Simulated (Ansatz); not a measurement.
Hf2SiN:
```cif
data_Hf4N2Si2
_chemical_formula_sum 'Si2 Hf4 N2'
_space_group_name_H-M_alt 'P63/mmc'
_space_group_IT_number 194
_space_group_name_Hall '-P 6c 2c'
_cell_length_a 3.21962
_cell_length_b 3.21962
_cell_length_c 13.32810
_cell_angle_alpha 90.000
_cell_angle_beta 90.000
_cell_angle_gamma 120.000
loop_
_atom_site_label
_atom_site_type_symbol
_atom_site_symmetry_multiplicity
_atom_site_Wyckoff_symbol
_atom_site_fract_x
_atom_site_fract_y
_atom_site_fract_z
_atom_site_occupancy
Si1 Si 2 d 0.66667 0.33333 0.25000 1
Hf1 Hf 4 f 0.33333 0.66667 0.09618 1
N1 N 2 a 0.00000 0.00000 0.00000 1
```

Relaxed at zero pressure with DFT-PBE in the program Ansatz with PAW potentials.

Task: The volume is raised by 3 % and shape and atoms relax at that volume. What pressure results, and how do the axes share the change?

Result: -4.9 GPa; a 1.2 %, b 1.2 %, c 0.6 %; the energy rises by 7 meV/atom.

Task: Give the new structure.

Result: 
Space group P6₃/mmc (No. 194); a = b = 3.2572 Å, c = 13.4128 Å, α = β = 90.00°, γ = 120.00°

```json
[
 {"atom": "Si", "site": "2d", "symmetry": "-6m2", "x": "0.6667", "y": "0.3333", "z": "0.2500"},
 {"atom": "Hf", "site": "4f", "symmetry": "3m.", "x": "0.3333", "y": "0.6667", "z": "0.0956"},
 {"atom": "N", "site": "2a", "symmetry": "-3m.", "x": "0.0000", "y": "0.0000", "z": "0.0000"}
]
```

The phase is kept; no other phase was compared at this pressure.

Space group P6_3/mmc. The start of the workflow was typed in or built on a structure type; neither database checked (COD, Materials Project) lists it. Whether it is the stable phase at ambient conditions was not checked. Symmetry was held in the PBE relaxation; whether a distortion lowers the energy is not shown. No spin polarisation was allowed. Scalar-relativistic: spin–orbit coupling is off unless named, which matters more the heavier the elements.

Potentials: the earlier of the program's two PAW sets.
